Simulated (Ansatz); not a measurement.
Co: reading a single point

```
CELL_PARAMETERS angstrom
2.50701 0.00000 0.00000
-1.25350 2.17113 0.00000
0.00000 0.00000 3.96991
ATOMIC_POSITIONS crystal
Co 0.33333 0.66667 0.25000
Co 0.66667 0.33333 0.75000
```

Single point in Ansatz 0.2.0 with PBE, no spin polarisation. Cutoff 420 eV, PAW datasets, 15×15×9 Γ-centred k mesh, fermi-dirac filling (width 0.1 eV).

(1) What happens at the Fermi level?

(2) Describe some of the short contacts.

(3) What does the stress say?

Origin: a known structure type with other elements, at an estimated volume, so it need not be a known compound. Caveats: no spin polarisation, so a magnetic state may lie lower.

Results:

(1) It is a metal, with about 5.8 states/eV a cell as the mean within 0.25 eV of the Fermi level, mostly Co d (99 %).

(2) Co–Co at 2.46 Å: least valence density 0.36 e/Å³ and ELF 0.29 there. Both are smooth PAW fields, read partly inside the augmentation spheres.

(3) The pressure is -9.3 GPa (compression positive), so with the atoms held at these fractions the cell would first shrink. The principal stresses -10.7, -10.7, -6.5 GPa differ, so its shape would change too.
